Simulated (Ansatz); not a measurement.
# CoPtO2 under pressure

Level of theory: DFT PBE+U, scalar-relativistic, plane waves, PAW in Ansatz 0.2.0. Run with 420 eV cutoff, 18×18×18 k-mesh, Gaussian smearing of 0.10 eV, no spin polarisation, U_eff Co 3.32 eV on d shells.

Starting point, cell and atoms relaxed:

```
Co Pt O
1.0
     1.42886    0.82495    5.96662
    -1.42886    0.82495    5.96662
     0.00000   -1.64991    5.96662
Co Pt O
1 1 2
Cartesian
  0.0000 0.0000 8.9499
  0.0000 0.0000 0.0000
  0.0000 0.0000 15.8955
  0.0000 0.0000 2.0043
```

Cell and atoms are relaxed at each pressure within the symmetry of the start, at zero temperature, so transitions that lower the symmetry aren't seen. The k-mesh given is that at zero pressure and may differ at others. a, b and c are the lengths of the cell vectors above. ΔH is E + PV over the energy at zero pressure.

A cell with an odd number of electrons and no spin polarisation is a metal by construction and may be lower with spin. Spin–orbit coupling is left out, which can shift energies with elements as heavy as these.

```csv
P (GPa),V (Å³/atom),V/V0,a (Å),b (Å),c (Å),α (°),β (°),γ (°),ΔH (eV/atom)
-2,10.65,1.009,6.202,6.202,6.202,26.7,26.7,26.7,-0.132
0,10.55,1.000,6.191,6.191,6.191,26.7,26.7,26.7,0.000
2,10.46,0.991,6.180,6.180,6.180,26.6,26.6,26.6,0.131
5,10.33,0.979,6.166,6.166,6.166,26.6,26.6,26.6,0.326
```